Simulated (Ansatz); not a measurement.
CeO2 (fluorite, Fm-3m) under volume change, DFT-LDA in the program Ansatz with PAW potentials, scaled uniformly.

```tsv
V (Å³/atom)	E − E(relaxed) (meV/atom)	P (GPa)
11.670	78.8	23.78
12.055	33.0	14.54
12.440	7.8	6.68
12.824	0.0	0.00
13.209	7.0	-5.69
13.594	26.6	-10.51
13.979	56.9	-14.61
```

Q: What does a third-order Birch–Murnaghan fit give for V₀, B₀ and B′?

A: V₀ = 12.82 Å³/atom, B₀ = 205 GPa, B′ = 4.4.

The cell was relaxed with LDA under the symmetry of its start. The run is not spin-polarised. The 4f shell is in the valence. No Hubbard U is applied. Spin–orbit coupling is left out wherever it is not named.

Potentials: the earlier of the program's two PAW sets. The files were generated under PBE; for other functionals the program regenerates the frozen cores, and for LDA and PBEsol the local potential too.
